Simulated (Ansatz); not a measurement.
K: clamped-ion strain scan

Level of theory: DFT r2SCAN, scalar-relativistic, plane waves, PAW (Ansatz 0.2.0). Settings: plane waves to 500 eV, k-mesh 12×12×6 (Γ-centred), Gaussian smearing 0.15 eV. No spin polarisation. Energies are free energies at this smearing, counted from the undisturbed cell; pressure is positive in compression.

The undisturbed cell (as given, not relaxed at this level; it stands at 0.0 GPa; this form isn't the usual structure):

```
K
1.0
     2.43796   -4.04761    0.00000
     2.43796    4.04761    0.00000
     0.00000    0.00000    7.81180
K
2
Direct
  0.82061 0.17939 0.25000
  0.17939 0.82061 0.75000
```

The cell is strained by ε times the Voigt pattern (1, 0, 0, 0, 0, 0) (xx, yy, zz, yz, xz, xy; engineering shear) with fractional coordinates fixed. The cell is metallic on the mesh throughout.

(ε, ΔE (meV/atom)): (-0.0200, 0.3), (-0.0100, 0.0), (0.0000, 0.0), (0.0150, 0.6)